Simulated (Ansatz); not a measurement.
One starting cell of GaCuSe2 (a generated cell, GaCuSe2 built in the chalcopyrite structure type) was relaxed twice with Ansatz (plane waves, PAW, scalar-relativistic): with PBEsol at 420 eV and with PBE at 420 eV. The PBEsol result:

```yaml
crystal:
  lattice:
    - [-2.78572, 2.78572, 5.53617]
    - [2.78572, -2.78572, 5.53617]
    - [2.78572, 2.78572, -5.53617]
  atoms:
    - { symbol: Cu, position: [0.75000, 0.25000, 0.50000] }
    - { symbol: Cu, position: [0.00000, 0.00000, 0.00000] }
    - { symbol: Ga, position: [0.25000, 0.75000, 0.50000] }
    - { symbol: Ga, position: [0.50000, 0.50000, 0.00000] }
    - { symbol: Se, position: [0.11681, 0.12500, 0.49181] }
    - { symbol: Se, position: [0.63319, 0.62500, 0.50819] }
    - { symbol: Se, position: [0.37500, 0.88319, 0.00819] }
    - { symbol: Se, position: [0.87500, 0.36681, 0.99181] }
```

| quantity | PBEsol | PBE |
|---|---|---|
| space group | I-42d | I-42d |
| volume (Å³/atom) | 21.48 | ___ |
| a (Å) | 5.571 | ___ |
| c (Å) | 11.072 | ___ |
| gap (eV, no spin-orbit coupling) | 0.12 | ___ |

**Question.** Fill in the PBE column.

**Answer.** 
- volume (Å³/atom), PBE: 22.65
- a (Å), PBE: 5.672
- c (Å), PBE: 11.264
- gap (eV, no spin-orbit coupling), PBE: 0.01

Both levels end in the same structure; PBE's volume is 5.4 % larger; its gap is 0.11 eV smaller, so that PBE closes a gap that the other level keeps. Neither column is exact.

No spin polarisation in the result.

The run could not lose the symmetry of its start.

Ansatz is a first-principles code.
